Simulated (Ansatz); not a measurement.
## La$_{2}$SnO: zone-centre modes

Computed with DFT PBE, scalar-relativistic, plane waves, PAW in Ansatz. Plane waves to 420 eV; Γ-centred k mesh 6×6×6; Gaussian smearing of 0.10 eV. No spin polarisation. Phonons by linear response, acoustic sum rule imposed.

The cell, relaxed at this level:
```
CELL_PARAMETERS angstrom
-4.08108 4.08108 3.25020
4.08108 -4.08108 3.25020
4.08108 4.08108 -3.25020
ATOMIC_POSITIONS crystal
La 0.15160 0.65160 0.80320
La 0.84840 0.34840 0.19680
La 0.34840 0.15160 0.50000
La 0.65160 0.84840 0.50000
Sn 0.25000 0.25000 0.00000
Sn 0.75000 0.75000 0.00000
O 0.25000 0.75000 0.50000
O 0.75000 0.25000 0.50000
```

It was reached by relaxing an invented guess, and it needn't be the stable form of this composition. In a metal, frequencies depend on the k mesh and the smearing, soft modes most. Spin–orbit coupling is left out, which matters for heavy elements.

Question: Is this structure stable against zone-centre distortions?

Answer: Yes, at Γ: no optical mode is imaginary. Strains and other wave vectors aren't tested by this run.

Question: List the optical modes at Γ (i marks imaginary ones).

Answer:
| frequency (cm⁻¹) | degeneracy |
| --- | --- |
| 67 | 1 |
| 84 | 1 |
| 85 | 2 |
| 93 | 2 |
| 98 | 1 |
| 104 | 2 |
| 117 | 1 |
| 117 | 1 |
| 118 | 2 |
| 144 | 1 |
| 168 | 1 |
| 266 | 2 |
| 268 | 2 |
| 285 | 1 |
| 291 | 1 |
